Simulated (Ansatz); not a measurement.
Space group P6/mmm (No. 191). a = 4.306 Å, b = 4.306 Å, c = 3.681 Å, α = 90.00°, β = 90.00°, γ = 120.00°
| atom | site | symmetry | x | y | z |
| --- | --- | --- | --- | --- | --- |
| Li | 1a | 6/mmm | 0.0000 | 0.0000 | 0.0000 |
| C | 6k | m2m | 0.0000 | 0.3336 | 0.5000 |

Equation of state of this LiC₆ structure (not necessarily the ground state), with shape and atoms relaxed at each volume where symmetry leaves them free. It has no gap at any of these volumes. All numbers below come from Ansatz, DFT r2SCAN, scalar-relativistic, plane waves, PAW.

Settings: cutoff 500 eV, Γ-centred mesh 12×12×10 on the computed 7-atom cell, Gaussian smearing of 0.10 eV; no spin polarisation.

```tsv
V (Å³/atom)	E − E(largest V) (meV/atom)	P (GPa)
7.432	17.66	11.83
7.685	2.24	7.86
7.938	-7.48	4.67
8.192	-12.72	2.13
8.445	-14.35	0.02
8.698	-12.95	-1.77
8.952	-8.90	-3.31
9.290	0.00	-5.01
```

Problem. Fit a third-order Birch–Murnaghan equation to E(V).

Solution. V0 = 8.44 Å³/atom, B0 = 66 GPa, B0' = 5.1.